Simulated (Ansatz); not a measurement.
AlSiCN:
Space group R3m, hexagonal axes (No. 160); a = 3.115 Å, b = 3.115 Å, c = 15.224 Å, α = 90.00°, β = 90.00°, γ = 120.00°

| atom | site | symmetry | x | y | z |
|---|---|---|---|---|---|
| Al | 3a | 3m | 0.0000 | 0.0000 | 0.9951 |
| N | 3a | 3m | 0.0000 | 0.0000 | 0.1272 |
| Si | 3a | 3m | 0.0000 | 0.0000 | 0.5067 |
| C | 3a | 3m | 0.0000 | 0.0000 | 0.6211 |
(The calculation used a cell of 4 atoms; values per cell refer to that cell.)

Relaxed with PBEsol.

Q: Decompose the optical modes at the zone centre into irreducible representations, and say which are infrared and Raman allowed.

A: Point group 3m: Γ_opt = 3A1 + 3E. Infrared: A1, E. Raman: A1, E.

Q: Assign frequencies (DFPT, plane-wave PAW PBEsol (Ansatz code)).

A: E 227, E 474, A1 504, A1 654, E 778, A1 952 cm⁻¹.

The start of the workflow was typed in or built on a structure type; neither database checked (COD, Materials Project) lists it. Whether it is the stable phase at ambient conditions was not checked. The PBEsol relaxation kept the symmetry of its start; whether a distortion lowers the energy is not shown. A small band overlap can be real or an error of a semilocal functional. As this level gives no gap, phonon frequencies hold no LO–TO term and depend on the k-mesh and smearing (Fermi–Dirac, 0.1 eV here).

Potentials: the later of the program's two PAW sets.
